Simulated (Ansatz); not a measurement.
## Data sheet: BeS (DFT)

BeS:
```cif
data_Be2S2
_chemical_formula_sum 'Be2 S2'
_space_group_name_H-M_alt 'P63/mmc'
_space_group_IT_number 194
_space_group_name_Hall '-P 6c 2c'
_cell_length_a 3.30048
_cell_length_b 3.30048
_cell_length_c 5.24680
_cell_angle_alpha 90.000
_cell_angle_beta 90.000
_cell_angle_gamma 120.000
loop_
_atom_site_label
_atom_site_type_symbol
_atom_site_symmetry_multiplicity
_atom_site_Wyckoff_symbol
_atom_site_fract_x
_atom_site_fract_y
_atom_site_fract_z
_atom_site_occupancy
Be1 Be 2 a 0.00000 0.00000 0.00000 1
S1 S 2 c 0.33333 0.66667 0.25000 1
```

Space group P6_3/mmc (No. 194), NiAs type; conventional cell a = b = 3.300 Å, c = 5.247 Å, α = β = 90.00°, γ = 120.00°.

Method: PBE in the plane-wave PAW code Ansatz. Structure relaxed to zero pressure with the same functional. Other levels are named where they apply.

Cell and energy:

| Property | Value |
|---|---|
| Volume per atom | 12.37 Å³ |
| Density | 2.76 g/cm³ |
| Formation energy from the elements (no fitted shifts) | -53 kJ/mol of atoms |

Electronic structure:

| Item | Value |
|---|---|
| Band gap | 1.44 eV (indirect) |
| Valence-band maximum | at Γ |
| Conduction-band minimum | at K (2 equivalent valleys) |
| Smallest direct gap on the standard path | 3.42 eV |
| Electron effective mass | 0.35, 0.59, 0.59 mₑ (principal values) |
| Hole effective mass | 0.19, 4.0, 4.0 mₑ (principal values) |

Mechanics:

| Quantity | Value |
|---|---|
| Bulk modulus (Birch–Murnaghan fit) | 108 GPa |
| Pressure derivative B′ | 3.8 |

This is a known high-pressure phase of the composition, computed here at zero pressure and temperature. The PBE relaxation kept the symmetry of its start; whether a distortion lowers the energy is not shown. The references are the lowest solids computed at this level, not always the standard phases.

Potentials: the earlier of the program's two PAW sets.
